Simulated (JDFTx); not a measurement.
Cd(1 1 -2 2) slab cut from bulk Cd (space group P6_3/mmc, indices of the conventional cell, lattice of the Materials Project entry mp-94, not re-optimised): 12 atoms in 6 planes, a 1x1 cell of 33.76 Å² (|a| = 5.124, |b| = 6.588 Å), 6.7 Å between the outermost planes, cell height 22.6 Å, 4×4×1 k mesh, Fermi smearing 0.01 Ha, no spin polarisation.

Profiles through the double layer of this slab, charged, in CANDLE, water, 2 M KF; PBE, GBRV ultrasoft potentials, plane waves to 20/100 Ha, a modified build of JDFTx. z is the height above the outermost atoms, φ the plane-averaged electrostatic potential energy of an electron (zero in the bulk liquid), ρ_b the bound charge of solvent and ions, s the cavity shape function (0 in the solid, 1 in the liquid).

```
z (Å)  n (e/Å³)     s  φ (eV)  ρ_b (10⁻³ e/Å³)
-----  --------  ----  ------  ---------------
1.03     0.0554  0.00  -1.719            -2.74
1.49     0.0139  0.02  -0.689            -8.53
1.95     0.0036  0.12  -0.145            -7.69
2.41     0.0009  0.35  -0.061            -0.77
2.87     0.0003  0.64  -0.041             0.03
3.34     0.0001  0.88  -0.031            -0.01
3.80     0.0000  0.99  -0.025            -0.02
4.26     0.0000  1.00  -0.020            -0.02
4.72     0.0000  1.00  -0.016            -0.02
5.18     0.0000  1.00  -0.013            -0.01
5.64     0.0000  1.00  -0.011            -0.01
6.10     0.0000  1.00  -0.008            -0.01
6.56     0.0000  1.00  -0.007            -0.01
7.03     0.0000  1.00  -0.006            -0.01
7.49     0.0000  1.00  -0.004            -0.01
```

Q: Is the electrode positively or negatively charged, and roughly by how much?

A: Positively: σ = 14.9 μC/cm² per face. The liquid's bound charge is of the opposite sign overall, and far from the surface φ decays with the screening length (2.1 Å).
